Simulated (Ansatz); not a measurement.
Here is the system:

HfO$_{2}$:
```xyz
12
Lattice="5.2282 0.0000 0.0000 0.0000 5.0172 0.0000 0.0000 0.0000 5.0415" Properties=species:S:1:pos:R:3 pbc="T T T"
Hf     0.1720     1.3424     1.2216
Hf     5.0562     3.6748     3.7423
Hf     2.4421     1.3424     3.7423
Hf     2.7862     3.6748     1.2216
O      1.9239     0.3599     1.9153
O      3.3043     4.6574     4.4361
O      0.6902     0.3599     4.4361
O      4.5380     4.6574     1.9153
O      3.8376     2.3063     2.4743
O      1.3906     2.7109     4.9951
O      4.0047     2.3063     4.9951
O      1.2235     2.7109     2.4743
```

This is the PBEsol-relaxed structure. Tensor components refer to the Cartesian frame of this cell.

Task: All from plane-wave PAW PBEsol (Ansatz code), unless another level is named. Predict the smallest direct gap on the standard path.

Result: 4.56 eV.

Task: Give the HSE06 gap on the PBEsol cell.

Result: 6.10 eV.

Task: And the conduction-band minimum?

Result: off the standard path, at k = (0.266, -0.500, 0.354).

Space group Pca2_1. The cell was relaxed with PBEsol under the symmetry of its start. No spin polarisation was allowed. Scalar-relativistic: spin–orbit coupling is off unless named, which matters more the heavier the elements.

Potentials: the later of the program's two PAW sets.
